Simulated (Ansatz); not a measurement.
**Relativistic treatment of CuAu**

```yaml
crystal:
  lattice:
    - [2.80000, 0.00000, 0.00000]
    - [0.00000, 2.80000, 0.00000]
    - [0.00000, 0.00000, 3.67000]
  atoms:
    - { symbol: Cu, position: [0.50000, 0.50000, 0.50000] }
    - { symbol: Au, position: [0.00000, 0.00000, 0.00000] }
```

Atom numbers follow the list: Cu1, Au2.

The geometry is COD entry 9004223, unchecked; take it as a test cell.

One fixed cell is solved with PBE by full-potential LAPW in Ansatz 0.2.0 under different relativistic treatments. Pressure is positive in compression.

No spin–orbit coupling, which matters for the heavy atoms here.

The runs use a Γ-centred 13×13×10 k mesh, Fermi–Dirac smearing of 0.05 eV, basis error target 0.25 meV/atom, no spin polarisation.

```csv
setting,P (GPa)
scalar-relativistic,6.64
non-relativistic,25.56
"scalar-relativistic, point nuclei",6.63
"scalar-relativistic, inner shells corrected to Dirac",6.73
```
